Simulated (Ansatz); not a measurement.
All numbers below come from DFT, r2SCAN, plane waves (500 eV) with PAW, scalar-relativistic in Ansatz 0.2.0. The PAW files were generated under PBE, with cores re-solved for the functional.

An element in the dhcp structure gives this curve. The cell is scaled uniformly from the relaxed one, with fractional coordinates and shape fixed. Energies are extrapolated to zero smearing, pressures are those at the given smearing. Magnetic state: spin not included.

| V (Å³/atom) | E − E₀ (meV/atom) | P (GPa) |
| --- | --- | --- |
| 20.754 | 113.5 | 14.12 |
| 21.698 | 47.7 | 8.66 |
| 22.641 | 11.3 | 4.02 |
| 23.584 | 0.0 | 0.06 |
| 24.528 | 10.2 | -3.32 |
| 25.471 | 38.7 | -6.20 |
| 26.414 | 82.9 | -8.65 |

(1) Which element is it?
A. zirconium
B. hafnium
C. tin
D. cadmium

Results:

(1) A. Its fit is V₀ = 23.58 Å³/atom, B₀ = 91 GPa, B₀′ = 2.9.
